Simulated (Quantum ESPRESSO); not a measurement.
## ZnAlGaO4 (convergence and cost over cutoff and k mesh)

Computed values, not a measurement. The program is pw.x of Quantum ESPRESSO 7.5 (plane-wave density functional theory). The cell is made up: 7 atoms on a zincblende/diamond lattice with one site empty, with randomly drawn elements, strain and displacements, not relaxed. PseudoDojo standard norm-conserving files (v0.5 for PBE, v0.4.1 for LDA and PBEsol) set the functional; there is no spin polarisation, spin-orbit coupling or dispersion term, and the masses in the input are unused placeholders.

Input of the run in row 4:

```
&control calculation='scf', pseudo_dir='./dojo.nc.sr.pbe.v0_5.standard.upf', outdir='./o', disk_io='medium', tprnfor=.true., tstress=.true. /
&system ibrav=0, nat=7, ntyp=4, nbnd=36, ecutwfc=84.00895049, nosym=.true., tot_charge=0,
 occupations='smearing', smearing='fd', degauss=0.0018374661
/
&electrons conv_thr=7.350e-09, electron_maxstep=60, /
ATOMIC_SPECIES
Al 1.0 Al.upf
Ga 1.0 Ga.upf
O 1.0 O.upf
Zn 1.0 Zn.upf
CELL_PARAMETERS angstrom
4.5457 0.0897 -0.0822
0.0897 4.589 -0.0545
-0.0822 -0.0545 4.6518
ATOMIC_POSITIONS angstrom
Zn -0.0741 -0.0851 -0.0538
Al 2.3725 -0.0268 2.122
Ga 2.3157 2.401 -0.0829
O 1.2385 1.2283 1.1302
O 1.1288 3.5087 3.517
O 3.4063 1.054 3.3547
O 3.4706 3.502 1.0175
K_POINTS automatic
4 4 4 1 1 1
```

The same cell was run at these settings. Meshes are shifted by half a step, and differences are from the last row, which is itself not exact.

| cutoff (eV) | k mesh | k points solved | threshold (eV) | free energy less the last row's (eV) | pressure (GPa) | largest stress difference (GPa) | largest force difference (eV/Å) | iterations | wall time (s) | k-point pools | processor |
| --- | --- | --- | --- | --- | --- | --- | --- | --- | --- | --- | --- |
| 800 | 2 x 2 x 2 | 4 | 1e-04 | 2.700 | -51.15 | 40.03 | 0.055 | 8 | 24 | 1 | AMD EPYC, Zen 5 class |
| 1143 | 2 x 2 x 2 | 4 | 1e-07 | 0.039 | -11.32 | 0.07 | 0.032 | 12 | 53 | 1 | AMD EPYC, Zen 5 class |
| 701 | 4 x 4 x 4 | 32 | 1e-07 | 12.549 | -149.27 | 138.17 | 0.137 | 12 | 133 | 1 | AMD EPYC, Zen 5 class |
| 1143 | 4 x 4 x 4 | 32 | 1e-07 | 0.001 | -11.37 | 0.02 | 0.001 | 12 | 277 | 1 | AMD EPYC, Zen 5 class |
| 1437 | 6 x 6 x 6 | 108 | 1e-07 | 0.000 | -11.35 | 0.00 | 0.000 | 12 | 772 | 1 | AMD EPYC, Zen 5 class |

Each pool is one process. Wall times include start-up and a band step at six k points, which weighs most on the coarsest meshes. The runs were on shared virtual cores whose load varied, so times are rough.